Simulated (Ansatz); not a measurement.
KRb2ScF6:
```
KRb2ScF6
1.0
   -3.14861     3.14861     4.57700
    3.14861    -3.14861     4.57700
    3.14861     3.14861    -4.57700
K Rb Sc F
1 2 1 6
Direct
  0.50000   0.50000   0.00000
  0.75000   0.25000   0.50000
  0.25000   0.75000   0.50000
  0.00000   0.00000   0.00000
  0.72361   0.83834   0.56195
  0.27639   0.16166   0.43805
  0.83834   0.27639   0.11473
  0.16166   0.72361   0.88527
  0.22106   0.22106   0.00000
  0.77894   0.77894   0.00000
```

Relaxed with r²SCAN.

Problem. Give the Bader charges and basin volumes of the independent atoms, r²SCAN (plane waves, PAW; program Ansatz).

Solution. 

```json
[
 {"atom": "K1", "Bader charge (e)": "+0.89", "Bader volume (Å³)": "18.2"},
 {"atom": "Rb2", "Bader charge (e)": "+0.91", "Bader volume (Å³)": "26.8"},
 {"atom": "Sc4", "Bader charge (e)": "+2.23", "Bader volume (Å³)": "8.0"},
 {"atom": "F5", "Bader charge (e)": "-0.82", "Bader volume (Å³)": "16.8"},
 {"atom": "F9", "Bader charge (e)": "-0.83", "Bader volume (Å³)": "17.2"}
]
```

Space group I4/m. The first step of the workflow began from a Materials Project structure, measured or hypothetical; the Crystallography Open Database files this formula in space group No. 87, but the cells were not matched. Whether it is the stable phase at ambient conditions was not checked. Symmetry was held in the r²SCAN relaxation; its stability against distortions is not shown here. The run is not spin-polarised.

Potentials: the later of the program's two PAW sets.
